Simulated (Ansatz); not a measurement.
Put Li₄F in R-3m (No. 166): Li on 9e and 3b; F on 3a.

Computed with DFT PBE, scalar-relativistic, plane waves, PAW (Ansatz 0.2.0). Cutoff 420 eV, Γ-centred mesh, Gaussian smearing, no spin polarisation.

Formation energies are uncorrected and refer to the elements' standard structures at the same level (F₂ as a molecule).

Question: Predict the relaxed structure.

Answer:

Space group R-3m:H (No. 166). a = 5.136 Å, b = 5.136 Å, c = 16.240 Å, α = 90.00°, β = 90.00°, γ = 120.00°
```
atom  site  symmetry       x       y       z
  Li    9e      .2/m  0.5000  0.0000  0.0000
  Li    3b       -3m  0.6667  0.3333  0.8333
   F    3a       -3m  0.0000  0.0000  0.0000
```

Li on a site of symmetry 2/m has 4 Li at 2.57 Å, 2 F at 2.57 Å and 2 Li at 3.09 Å; Li on a site of symmetry -3m is surrounded by 6 Li at 3.09 Å; F has 6 Li at 2.57 Å. Another local minimum with the same sites may exist.

Question: Where does its energy lie, and is it a metal?

Answer: The formation energy is −0.38 eV/atom and the gap on the 12×12×12 mesh of the 5-atom cell is 0 eV (a metal).

The last run used Gaussian smearing of 0.10 eV. The cell is a metal run without spin; a magnetic state may lie lower. A structure relaxed within its symmetry needn't be a true minimum. Another cell of Li4F relaxed alike, in I4/mmm, lies 0.67 eV/atom lower, so this cell isn't the stable form at this level.
